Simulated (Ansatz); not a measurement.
NaSnI₃ in the cubic perovskite structure, relaxed with r2SCAN in the plane-wave code Ansatz: the symmetry is Pm-3m (No. 221, cubic); conventional cell a = 6.202 Å, 47.70 Å³ an atom. Around Na lie 12 I at 4.39 Å; around Sn lie 6 I at 3.10 Å; around I lie 2 Sn at 3.10 Å and 4 Na at 4.39 Å. The cell was then strained (x, y and z are the cube axes), with the atoms relaxed again; stress is positive in compression. No spin polarisation and no zero-point or thermal motion; the cell was built from a prototype and may be hypothetical.

- Uniaxial -1.0 % along z, other directions held: r2SCAN's stress changes by +0.44 GPa along the strain and +0.05 GPa across it.
- Epitaxial strain of -1.0 % in the (001) plane: the free normal strain is +0.23 % and the in-plane stress changes by +0.48 GPa.

(1) Estimate C₁₁, C₁₂ and the bulk modulus from the uniaxial step.

(2) What do the film's normal strain and stress say about the elastic constants?

(3) How much elastic energy does the film store, with 47.70 Å³ an atom?

Answers

(1) With compression positive, C₁₁ ≈ −Δσ∥/ε = (-0.44)/(-0.0100) = 44 GPa and C₁₂ ≈ (-0.05)/(-0.0100) = 5 GPa; B = (C₁₁ + 2C₁₂)/3 = 18 GPa. A one-sided step carries third-order terms: it reads high by some per cent.

(2) ε⊥/ε∥ = (+0.0023)/(-0.0100) = -0.23, which linear elasticity sets to −2C₁₂/C₁₁ = -0.23 from the uniaxial step. The biaxial modulus is M = −Δσ/ε∥ = 48 GPa (C₁₁ + C₁₂ − 2C₁₂²/C₁₁ = 48 GPa).

(3) u = M ε∥² = −Δσ ε∥ = -0.48 × (-0.0100) = 0.0048 GPa, and 1 GPa Å³ is 6.2415 meV: 1.43 meV an atom. The total energies of the two runs differ by 1.42 meV an atom.
